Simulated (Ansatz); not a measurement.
The elements of this relaxed trial crystal are hidden behind letters.

```
lattice vectors (Å)
   4.9309    0.0000    0.0000
   0.0000    4.9309    0.0000
   0.0000    0.0000    3.7934
fractional positions
X 0.5000 0.5000 0.5000
Z 0.0000 0.0000 0.0000
Q 0.5000 0.0000 0.0000
Q 0.0000 0.5000 0.0000
```

The calculation used Ansatz 0.2.0, DFT PBE, scalar-relativistic, plane waves, PAW. Plane waves to 420 eV, a 10×10×12 mesh through Γ for the 4-atom cell and 0.10 eV Gaussian smearing; no spin polarisation.

```
Space group                                 : P4/mmm (No. 123)
Conventional cell                           : a = 4.931 Å, c = 3.793 Å
Volume per atom                             : 23.06 Å³
Density                                     : 6.78 g/cm³
Energy over the elements                    : +0.08 eV/atom
Gap on the 10×10×12 mesh of the 4-atom cell : 0 eV (a metal)
```

Energies are uncorrected and count from the elements' standard states at the same level.

Question: X is a p-block element of period 6, Z is a d-block element of period 5 and Q is a p-block element of period 3. Which elements are they?

Answer: X = Tl, Z = Ag, Q = S, so the formula is TlAgS2. Density times volume gives a mean mass of 6.78 × 23.06/1.6605 = 94.2 u per atom, and this set has 94.1 u. Tl has 8 S at 3.11 Å; Ag is surrounded by 4 S at 2.47 Å; S has 2 Ag at 2.47 Å and 4 Tl at 3.11 Å. Other sets within the hints have nearly the same mass, so mass alone doesn't settle it; this one was computed.

Spin–orbit coupling, which can matter for Tl, is left out. A structure relaxed within its symmetry needn't be a true minimum.
